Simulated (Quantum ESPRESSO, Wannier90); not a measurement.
## Wannierisation of SiS2 (P2₁/c)

```
begin unit_cell_cart
ang
    6.4239800000    0.0000000000    0.0000000000
    0.0000000000    7.9468600000    0.0000000000
   -1.4298040000    0.0000000000    5.7030700000
end unit_cell_cart
begin atoms_frac
Si   0.1165900000  0.3645300000 -0.3874300000
Si  -0.1165900000 -0.3645300000  0.3874300000
Si  -0.1165900000 -0.1354700000 -0.1125700000
Si   0.1165900000  0.1354700000  0.1125700000
S    0.2213800000 -0.3967800000 -0.4856200000
S   -0.2213800000  0.3967800000  0.4856200000
S   -0.2213800000  0.1032200000 -0.0143800000
S    0.2213800000 -0.1032200000  0.0143800000
S    0.2422700000  0.1464400000  0.4841600000
S   -0.2422700000 -0.1464400000 -0.4841600000
S   -0.2422700000 -0.3535600000  0.0158400000
S    0.2422700000  0.3535600000 -0.0158400000
end atoms_frac
```

Cell from Materials Project (mp-1095294), symmetrised, no further relaxation. Not found in the COD (Crystallography Open Database) copy used, which has the formula in other groups; not checked further. Level: LDA, no spin polarisation, no spin-orbit coupling; pw.x of Quantum ESPRESSO at 44 Ry with PseudoDojo potentials, 4×4×4 k-points, Wannier90. Density: 6×4×6 mesh, cold smearing 0.01 Ry. The cell is built of weakly bound layers, chains or molecules, whose nearest atoms lie 3.97 Å apart. Database cells relaxed without dispersion often hold them too far apart, which can enlarge gaps and weakens couplings between them; spacing and stacking were not compared with the measured crystal.

Bands 1-2 form an isolated set from -14.20 to -13.30 eV relative to the valence-band maximum (on the path) and are turned into 2 Wannier functions by minimising the spread from the start: SCDM (isolated).

Centres (Cartesian, Å; one of the equivalent choices) and spreads:

```csv
n,x,y,z,spread (Å²),nearest atom
1,0.000,0.000,0.000,4.617,Si4
2,0.715,-3.973,-2.852,4.617,Si2
```

Ω_I = 8.92 Å², Ω_total = 9.23 Å²; the interpolated bands follow pw.x to 3.7 meV rms on the path. Only this start was tried; a symmetric start can stop on a saddle, and mixtures of these functions could lower the total by at most Ω_total − Ω_I.
